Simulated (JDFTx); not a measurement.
- surface: Ag(100)
- bulk: Ag, Fm-3m, lattice of mp-124 (not re-optimised)
- slab: 4 atoms in 4 planes, 1x1, 6.2 Å between the outermost planes
- in-plane cell: 2.902 × 2.902 Å, 8.42 Å²
- cell height: 22.2 Å
- sampling: 8×8×1 k mesh, Fermi smearing 0.01 Ha, no spin polarisation

All numbers are PBE, GBRV ultrasoft potentials, plane waves to 20/100 Ha results from JDFTx (a modified build), not measurements. Liquid: CANDLE, acetonitrile, 1 M KF. The neutral cell holds 76 valence electrons and has two faces of 8.423 Å² each. Last filling lines of the neutral and of a charged run (μ in hartree, zero in the bulk liquid):

```
FillingsUpdate:  mu: -0.150153130  nElectrons: 76.000000
FillingsUpdate:  mu: -0.161330000  nElectrons: 75.966636
```

Worked example: both potentials, by the convention U = −μ/e − 4.44 V vs SHE, the surface charge density and the mean capacitance.

U_pzc = 0.15015 × 27.2114 − 4.44 = -0.35 V; U = 0.16133 × 27.2114 − 4.44 = -0.05 V. The cell has -0.0334 excess electrons, a net charge of 0.0334 e, shared by two faces: σ = 0.0334 e / (2 × 8.423 Å²) = 0.00198 e/Å² = 3.2 μC/cm² (1 e/Å² = 1602.18 μC/cm²). C = σ/(U − U_pzc) = 3.2/0.30 ≈ 10 μF/cm². In this non-aqueous liquid the SHE scale is nominal.
